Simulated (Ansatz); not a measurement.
Input:

MgAl2Ge2:
Space group P-3m1 (No. 164); a = b = 4.0937 Å, c = 6.7691 Å, α = β = 90.00°, γ = 120.00°

| atom | site | symmetry | x | y | z |
|---|---|---|---|---|---|
| Mg | 1a | -3m. | 0.0000 | 0.0000 | 0.0000 |
| Al | 2d | 3m. | 0.6667 | 0.3333 | 0.3680 |
| Ge | 2d | 3m. | 0.3333 | 0.6667 | 0.2429 |

This is the r²SCAN-relaxed structure.

Problem. All from r²SCAN in the plane-wave PAW code Ansatz, unless another level is named. Predict the electronic character.

Solution. metallic (no gap).

Problem. Give the density of states at the Fermi level.

Solution. 0.06 states/eV per atom (mean over ±0.08 eV).

Problem. Give the formation energy from the elements (no fitted shifts).

Solution. -0.13 eV/atom.

The first step of the workflow began from a Materials Project structure, measured or hypothetical; the Crystallography Open Database copy checked does not list it. Its standing as an ambient phase is unchecked. The cell was relaxed with r²SCAN under the symmetry of its start; its stability against distortions is not shown here. The references are the lowest solids computed at this level, not always the standard phases. Scalar-relativistic: spin–orbit coupling is off unless named, which matters more the heavier the elements.

Potentials: the later of the program's two PAW sets.
